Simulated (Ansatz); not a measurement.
**BaCdH: reading a single point**

```
Ba H Cd
1.0
     4.18478    0.00000    0.00000
     0.00000    4.18478    0.00000
     0.00000    0.00000    8.09000
Ba H Cd
2 2 2
Direct
  0.00000 0.50000 0.20000
  0.50000 0.00000 0.80000
  0.00000 0.00000 0.00000
  0.50000 0.50000 0.00000
  0.00000 0.50000 0.70000
  0.50000 0.00000 0.30000
```

The numbers come from plane-wave PAW DFT (Ansatz): r2SCAN, spin-orbit coupling, 500 eV, 8×8×4 Γ-centred k points, fermi-dirac occupations (width 0.1 eV). Nothing was relaxed.

The state carries no moments; the state need not be the lowest.

Task: What does the stress say?

Result: The pressure is 8.4 GPa (compression positive), so with the atoms held at these fractions the cell would first expand; the forces are large, so a full relaxation may end otherwise. The principal stresses -2.5, 13.9, 13.9 GPa differ, so its shape would change too.

Task: Which element gives electrons and which takes them?

Result: Bader charges in e: Ba +1.15, Cd -0.48, H -0.67. In the mean Ba gives up most and H takes most.

Task: What happens at the Fermi level?

Result: It is a metal, with about 3.2 states/eV a cell as the mean within 0.25 eV of the Fermi level.

Task: Which atom feels the largest force, and which way?

Result: The largest is on Cd5 (and as large on other atoms): 1.41 eV/Å, components (0.00, 0.00, -1.41). It makes 105° with the line to a nearest neighbour, Ba2 at 3.07 Å.

Origin: a known structure type with other elements, at an estimated volume, so it need not be a known compound.
